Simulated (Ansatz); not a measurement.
## Al vacancy in Al

All numbers below come from DFT LDA, scalar-relativistic, plane waves, PAW in Ansatz. Settings: 420 eV cutoff, 4×4×4 k-mesh, Gaussian smearing of 0.10 eV, no spin polarisation.

Host crystal, relaxed:

```
CELL_PARAMETERS angstrom
0.00000 1.99181 1.99181
1.99181 0.00000 1.99181
1.99181 1.99181 0.00000
ATOMIC_POSITIONS crystal
Al 0.00000 0.00000 0.00000
```

Supercell of 27 atoms, rows in host cell vectors: 3 0 -3; 0 0 -3; 0 3 -3. Atoms relax at the host's cell, keeping the symmetry that the supercell leaves at the site. The cell is small, so energies carry finite-size errors of tenths of an eV. The host is a metal.

Defect: Al vacancy at (0.000, 0.000, 0.000) of the host cell.

Q: Does the neutral defect carry a moment, and how do its surroundings relax?

A: The neutral run had no spin polarisation, so a moment wasn't tested. The nearest neighbours before are 12 Al at 2.82 Å; after relaxation the atoms near the site are 12 Al at 2.80 Å; the largest move is 0.02 Å.

Cost: 2 runs of about 0.47 core-minutes in all, on Intel Xeon 6975P-C (Granite Rapids) (shared hosts).